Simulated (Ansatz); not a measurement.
MoRh:
Space group Pmma (No. 51); a = 4.357 Å, b = 2.707 Å, c = 4.743 Å, α = β = γ = 90.00°

```json
[
 {"atom": "Mo", "site": "2e", "symmetry": "mm2", "x": "0.7500", "y": "0.0000", "z": "0.1714"},
 {"atom": "Rh", "site": "2f", "symmetry": "mm2", "x": "0.2500", "y": "0.5000", "z": "0.3261"}
]
```

Relaxed at zero pressure with LDA (plane waves, PAW; program Ansatz).

**Question.** The volume is raised by 9 % and shape and atoms relax at that volume. What pressure results, and how do the axes share the change?

**Answer.** -21.9 GPa; a 2.6 %, b 2.9 %, c 3.2 %; the energy rises by 94 meV/atom.

**Question.** Give the new structure.

**Answer.** 
Space group Pmma (No. 51); a = 4.4694 Å, b = 2.7864 Å, c = 4.8959 Å, α = 90.00°, β = 90.00°, γ = 90.00°

| atom | site | symmetry | x | y | z |
|---|---|---|---|---|---|
| Mo | 2e | mm2 | 0.7500 | 0.0000 | 0.1703 |
| Rh | 2f | mm2 | 0.2500 | 0.5000 | 0.3236 |

The phase is kept; no other phase was compared at this pressure.

The first step of the workflow began from a Materials Project structure, measured or hypothetical; the Crystallography Open Database copy checked does not list it. With Mo and Rh taken as one species the cell has the higher symmetry P6_3/mmc, so it may be an ordered model of a mixed-site phase. Whether it is the stable phase at ambient conditions was not checked. The cell was relaxed with LDA under the symmetry of its start; of distortions, only those at the zone centre were tested. No spin polarisation was allowed. Axis ratios of metals converge slowly with the k-mesh, so a and c are less sure than the volume.

Potentials: the later of the program's two PAW sets.
